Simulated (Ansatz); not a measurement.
GeRh:
Space group Pnma (No. 62); a = 5.659 Å, b = 3.258 Å, c = 6.435 Å, α = β = γ = 90.00°

```tsv
atom	site	symmetry	x	y	z
Rh	4c	.m.	0.0053	0.2500	0.7980
Ge	4c	.m.	0.1919	0.2500	0.4368
```

Relaxed at zero pressure with PBEsol (plane waves, PAW; program Ansatz).

### Question
The volume is lowered by 6 % and shape and atoms relax at that volume. What pressure results, and how do the axes share the change?

### Answer
12.0 GPa; a -0.7 %, b -5.1 %, c -0.2 %; the energy rises by 31 meV/atom.

### Question
Give the new structure.

### Answer

Space group Pnma (No. 62); a = 5.618 Å, b = 3.092 Å, c = 6.422 Å, α = β = γ = 90.00°

| atom | site | symmetry | x | y | z |
|---|---|---|---|---|---|
| Rh | 4c | .m. | 0.0048 | 0.2500 | 0.7997 |
| Ge | 4c | .m. | 0.1900 | 0.2500 | 0.4432 |

The phase is kept; no other phase was compared at this pressure.

The workflow started from an entry of the Crystallography Open Database (COD). Its standing as an ambient phase is unchecked. The cell was relaxed with PBEsol under the symmetry of its start; whether a distortion lowers the energy is not shown. No spin polarisation was allowed.

Potentials: the later of the program's two PAW sets.
